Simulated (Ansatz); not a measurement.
Relaxing indium (simple cubic)

These are results of Ansatz 0.2.0, DFT, LDA (PW92), plane waves (420 eV) with PAW, scalar-relativistic, not measurements. The PAW files were generated under PBE, with cores re-solved for the functional.

k-point mesh 10×10×10, Fermi-Dirac smearing 0.1 eV, no spin polarisation. Cell and atoms relax.

Starting structure:

```yaml
crystal:
  lattice:
    - [3.0450626401, 0.0, 0.0]
    - [0.0, 3.0450626401, 0.0]
    - [0.0, 0.0, 3.0450626401]
  atoms:
    - { symbol: In, position: [0.0, 0.0, 0.0] }
hamiltonian:
  xc: lda
  pseudopotentials:
    kind: paw
    azcp:
      In: "pseudopotentials/In.paw.azcp"
basis:
  ecutwfc: 420
  fft_grid_basis: typed
kpoints:
  mp_grid: { grid: [10, 10, 10], shift: [0, 0, 0] }
magnetization:
  spin_polarized: false
scf:
  occupations: { method: fermi_dirac, width: 0.1 }
relax:
  max_steps: 60
  f_tol: 0.01
  cell: {}
output:
  write_density: true
  write_potential: true
  elf: true
  volumetric_format: npy
```

**Question.** The pressure at the start is -2.7 GPa. By how much does the volume change?

**Answer.** From 28.24 to 26.24 Å³ per atom, -7.1 %. The final cell has a = 2.971 Å.

**Question.** How much energy does the relaxation gain?

**Answer.** 18.1 meV per atom.

Path of the relaxation (the plane waves are chosen anew near the end, which can shift the energy a little):

```json
{"step": "0", "E − E(final) (meV/atom)": "18.15", "V (Å³/atom)": "28.235", "P (GPa)": "-2.74", "max force (eV/Å)": "0.000"}
{"step": "1", "E − E(final) (meV/atom)": "-0.21", "V (Å³/atom)": "26.302", "P (GPa)": "-0.09", "max force (eV/Å)": "0.000"}
{"step": "2", "E − E(final) (meV/atom)": "-0.23", "V (Å³/atom)": "26.238", "P (GPa)": "0.01", "max force (eV/Å)": "0.000"}
{"step": "3", "E − E(final) (meV/atom)": "0.00", "V (Å³/atom)": "26.238", "P (GPa)": "0.01", "max force (eV/Å)": "0.000"}
```
